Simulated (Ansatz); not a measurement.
Relaxed-ion elastic tensor of TaC in space group P-6m2 (No. 187; Ta on 1a, C on 1d) in GPa (Voigt order), PBEsol (plane waves, PAW; program Ansatz); density 14.17 g/cm³, 11.31 Å³ per atom.

```json
[
 {"": "1", "1": "538", "2": "187", "3": "144", "4": "0.0", "5": "0.0", "6": "0.0"},
 {"": "2", "1": "187", "2": "538", "3": "144", "4": "0.0", "5": "0.0", "6": "0.0"},
 {"": "3", "1": "144", "2": "144", "3": "785", "4": "0.0", "5": "0.0", "6": "0.0"},
 {"": "4", "1": "0.0", "2": "0.0", "3": "0.0", "4": "87.8", "5": "0.0", "6": "0.0"},
 {"": "5", "1": "0.0", "2": "0.0", "3": "0.0", "4": "0.0", "5": "87.8", "6": "0.0"},
 {"": "6", "1": "0.0", "2": "0.0", "3": "0.0", "4": "0.0", "5": "0.0", "6": "176"}
]
```

Is the crystal mechanically stable?

Yes: the smallest eigenvalue of C is 87.8 GPa.

Work out the Voigt, Reuss and Hill averages.

K_V = 313, K_R = 307, K_H = 310; G_V = 163, G_R = 133, G_H = 148 GPa.

Give Young's modulus, Poisson's ratio, Pugh's ratio and the universal anisotropy index.

E = 9KG/(3K + G) = 382 GPa; ν = 0.29; K/G = 2.10 (ductile by the Pugh limit of 1.75); A_U = 5G_V/G_R + K_V/K_R − 6 = 1.16.

Estimate the sound speeds and the Debye temperature.

v_l = √((K + 4G/3)/ρ) = 5980 m/s, v_t = √(G/ρ) = 3230 m/s, mean 3600 m/s; Θ = (h/k)(3n/4πV)^(1/3) v_m = 478 K.

Solve the Christoffel equation for the three sound speeds along x, y, z.

Eigenvalues of C_ijkl n_j n_l equal ρv². In km/s, slowest first: x 2.49, 3.52, 6.16; y 2.49, 3.52, 6.16; z 2.49, 2.49, 7.45.

How much does each axis shrink under pressure?

Linear compressibilities β_i = Σ_j S_ij (j = 1 to 3): x 1.2, y 1.2, z 0.83 per TPa.

The start of the workflow was typed in or built on a structure type; the Crystallography Open Database copy checked does not list it. It is not the phase usual at ambient conditions (space group No. 225). The PBEsol relaxation kept the symmetry of its start; its stability against distortions is not shown here. No spin polarisation was allowed. As this level gives no gap, shear constants depend on the k-mesh and smearing (Fermi–Dirac, 0.1 eV here). On the denser mesh and wider smearing of the elastic run this cell carries a stress of 0.4 GPa. Spin–orbit coupling is left out wherever it is not named.

Potentials: the later of the program's two PAW sets.
